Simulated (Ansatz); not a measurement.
The relaxed structure here is a generated cell of CeO2: the first start was made by a random draw of sites in a space group, and the end was not matched to a known phase here, so it may be hypothetical. Known forms of CeO2 include space group No. 225.

The end point of a relaxation of CeO$_{2}$. Space group F222 (No. 22). The numbers are results of PBE (plane waves to 420 eV, PAW, scalar-relativistic; Ansatz, a quantum-chemistry and plane-wave program), not measurements.

```xyz
6
Lattice="0.0000 3.7799 3.8172 3.7411 0.0000 3.8172 3.7411 3.7799 0.0000" Properties=species:S:1:pos:R:3 pbc="T T T"
Ce     1.8706     0.1828     1.9086
Ce     1.8706     3.5971     1.9086
O      5.6117     5.6698     5.7258
O      0.0000     0.0000     0.0000
O      3.1126     1.8899     1.9086
O      0.6286     1.8899     1.9086
```

### Question
What band gap does PBE give?

### Answer
Zero (the bands touch at this level, without spin-orbit coupling).

### Question
Predict the magnetic moment from PBE.

### Answer
Zero (the starting moments vanished).

No spin polarisation in the result: the starting moments vanished. The d or f electrons are treated with no Hubbard U. The f-shell occupation is the one the SCF fell into and was not checked against other states.

The run could not lose the symmetry of its start: the end is stationary, and may be a saddle point rather than a minimum.
